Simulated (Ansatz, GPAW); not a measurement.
**Fitting the PBE energy curve of LiBe**

The structure is cubic, space group Pm-3m (No. 221). The conventional cell has a = 2.811 Å, b = 2.811 Å, c = 2.811 Å, α = 90.00°, β = 90.00°, γ = 90.00°. Be (site symmetry m-3m) is surrounded by 8 Li at 2.43 Å. Li (site symmetry m-3m) is surrounded by 8 Be at 2.43 Å.

The cell comes from a database or a generator and needn't be the stable form of this composition.

The cell was scaled at fixed shape and fractions and run with Ansatz, Ansatz PAW, cutoff 420 eV; PBE, k mesh 9 × 9 × 9 on the cell of 2 atoms, fermi-dirac occupations of 0.05 eV, no spin polarisation, no spin-orbit coupling. Energies are those that the program minimises, any entropy of the smearing included. For a metal such a mesh isn't converged to the digits shown.

```csv
V (Å³/atom),energy over the lowest row (meV/atom)
10.4412,8.323
10.6634,?
10.8855,1.222
11.1077,0.000
11.3298,0.152
11.5520,1.559
11.7741,4.112
```

Fit the third-order Birch-Murnaghan form, give V0, B0 and B′, and predict the energy left open.

With y = (V0/V)^(2/3), E = E0 + (9 V0 B0/16) [(y - 1)³ B′ + (y - 1)² (6 - 4y)]. Least squares through the rows shown give V0 = 11.1923 Å³/atom, E0 = -0.097 meV, B0 = 48.19 GPa (1 eV/Å³ = 160.218 GPa) and B′ = 3.56, with a largest miss of 0.001 meV. At V = 10.6634 the form with these constants gives 3.948 meV; the run gave 3.947 meV an atom. Other set-ups at this level, from all their volumes (Å³/atom, GPa): GPAW, GPAW PAW data sets (gpaw-data 1.2.1): V0 11.363, B0 48.37.
